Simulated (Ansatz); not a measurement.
In plane-wave PAW LDA (Ansatz code), S in the α-S8 structure (Fddd) relaxes to a = 9.967 Å, b = 12.258 Å, c = 23.551 Å. S on 32h has 2 nearest neighbours from 2.05 Å (bent); S on 32h has 2 nearest neighbours from 2.05 Å (bent); S on 32h has 2 nearest neighbours from 2.05 Å (bent); S on 32h has 2 nearest neighbours from 2.05 Å (bent).

The Kohn–Sham gap is 1.60 eV (indirect).

The LDA relaxation kept the symmetry of its start. A crystal of weakly bound molecules computed without a dispersion correction: the cell and the soft elastic constants depend strongly on that.

Potentials: the earlier of the program's two PAW sets. The files were generated under PBE; for other functionals the program regenerates the frozen cores, and for LDA and PBEsol the local potential too.
